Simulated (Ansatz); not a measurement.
Starting cell, Si (diamond):

```xyz
4
Lattice="0.0000 5.4699 5.4699 2.7349 2.7349 5.4699 2.7349 2.7349 0.0000" Properties=species:S:1:pos:R:3 pbc="T T T"
Si     2.7349     8.2048     8.2048
Si     2.7349     5.4699     5.4699
Si     4.1024     9.5723     9.5723
Si     4.1024     6.8373     6.8373
```

The atoms are displaced by Q × the pattern below (from a DFPT mode at X = (0.5, 0.5, 0.0), largest move 1; Q in Å), at fixed cell. It is one choice among 2 degenerate patterns. (q is in reciprocal vectors of the primitive cell; the cell shown is doubled to hold the pattern.)

| atom | x | y | z |
|---|---|---|---|
| Si1 | -0.661 | 0.751 | 0.000 |
| Si2 | 0.661 | -0.751 | 0.000 |
| Si3 | -0.751 | 0.661 | 0.000 |
| Si4 | 0.751 | -0.661 | 0.000 |

Calculation: PBE (plane waves to 420 eV, PAW, scalar-relativistic; Ansatz, a program for electronic structure). k mesh 10×10×10 (Γ-centred), Fermi-Dirac smearing 0.05 eV. The energy includes the smearing's −TS. Compression counts positive. Si was relaxed with its symmetry unable to fall. The PAW data are Ansatz's earlier set. The zero of ΔE is the undisplaced structure.

### Question
Estimate the ΔE (meV/cell) and P (GPa) for Q (Å) = -0.100, -0.083, -0.033, -0.017, 0.083, 0.100.

### Answer
| Q (Å) | ΔE (meV/cell) | P (GPa) |
|---|---|---|
| -0.100 | 417 | 1.94 |
| -0.083 | 288 | 1.34 |
| -0.033 | 46 | 0.21 |
| -0.017 | 11 | 0.05 |
| 0.083 | 288 | 1.34 |
| 0.100 | 417 | 1.94 |

(A displaced cell: forces are minus the slopes of the energy, force constants its curvatures, and phonons follow from these.)
